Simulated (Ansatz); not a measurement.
Relaxed bulk NiO:

```cif
data_structure
_symmetry_space_group_name_H-M 'Fm-3m'
_symmetry_Int_Tables_number 225
_cell_length_a 4.1161
_cell_length_b 4.1161
_cell_length_c 4.1161
_cell_angle_alpha 90.000
_cell_angle_beta 90.000
_cell_angle_gamma 90.000
_cell_volume 69.74
loop_
_atom_site_label
_atom_site_type_symbol
_atom_site_symmetry_multiplicity
_atom_site_Wyckoff_symbol
_atom_site_fract_x
_atom_site_fract_y
_atom_site_fract_z
_atom_site_occupancy
Ni1 Ni 4 a 0.00000 0.00000 0.00000 1
O1 O 4 b 0.50000 0.00000 0.00000 1
```

Miller indices refer to the conventional cell of Fm-3m (No. 225), a = 4.116 Å, b = 4.116 Å, c = 4.116 Å, α = 90.00°, β = 90.00°, γ = 90.00°.

The (100) slab of 6 planes, 10.3 Å thick with 15 Å of vacuum as cut; outer planes NiO (top) and NiO (bottom).

Level of theory: DFT PBEsol, scalar-relativistic, plane waves, PAW in Ansatz. Cutoff 420 eV; k points 12×12×1 on the computed 12-atom cell (Γ-centred); Gaussian smearing, width 0.10 eV; collinear spin from starting moments 1.14 0.2 1.14 0.2 1.14 0.2 1.14 0.2 1.14 0.2 1.14 0.2 μB. A dipole correction removes the field between periodic images along c.

Results for the relaxed slab:

```json
{"Surface energy (mean of both faces)": "0.40 J/m²", "Work function": "4.38 eV", "Sequence of site moments over 0.05 μB in size, bottom to top": "Ni 1.12, O 0.19, Ni 1.30, O 0.21, Ni -1.10, O -0.15, Ni -1.10, O -0.15, Ni 1.30, O 0.21, Ni 1.12, O 0.19 μB"}
```

Relaxation lowers the energy by 0.033 J/m² a face; the largest move is 0.063 Å.

```
plane (bottom to top) atoms spacing to next, bulk (Å) relaxed (Å) change (%) rumpling (Å)
                    1    NiO                      2.058        2.089        +1.5         0.048
                    2    NiO                      2.058        2.075        +0.8         0.114
                    3    NiO                      2.058        2.037        -1.0         0.033
                    4    NiO                      2.058        2.075        +0.8         0.033
                    5    NiO                      2.058        2.089        +1.5         0.114
                    6    NiO                                                             0.048
```

Moments started parallel, and an antiferromagnetic order may lie lower. Semilocal functionals without U can misjudge the magnetic state of such a slab.